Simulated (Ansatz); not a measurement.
A geometry of RbAu away from equilibrium: the start of the relaxation of a generated trial cell of RbAu in the AFLOW prototype AB_oC8_63_c_c (B33, as in CrB). Calculation: PBE (plane waves to 420 eV, PAW, scalar-relativistic; Ansatz, a quantum-chemistry and plane-wave program). Γ-centred k-mesh 7×7×7 on the run's cell (coarser than for final values), Fermi–Dirac smearing 0.05 eV.

```xyz
4
Lattice="2.3680 -6.2576 0.0000 2.3680 6.2576 0.0000 0.0000 0.0000 4.6667" Properties=species:S:1:pos:R:3:forces:R:3 pbc="T T T" free_energy=-32834.461 pressure_GPa=1.8
Au     2.3680    -0.8010     1.1667    0.0000   -0.1475    0.0000
Au     2.3680     0.8010     3.5000    0.0000    0.1475    0.0000
Rb     2.3680    -4.4398     1.1667    0.0000    0.0027    0.0000
Rb     2.3680     4.4398     3.5000    0.0000   -0.0027    0.0000
```

Positions in Å, forces in eV/Å, free energy of the cell in eV (comparable only within this code, potentials and settings). Largest force: 0.15 eV/Å, on Au1, Au2 (atoms numbered as listed); the geometry lies 0.02 eV/atom above the end of its relaxation.

No spin polarisation in the result.

The run could not lose the symmetry of its start, so the end can be a saddle point.

The end of the path is a generated cell of RbAu: the first start was made by placing the elements on the sites of a structure type, and the end was not matched to a known phase here, so it may be hypothetical. Known forms of RbAu include space group No. 221.
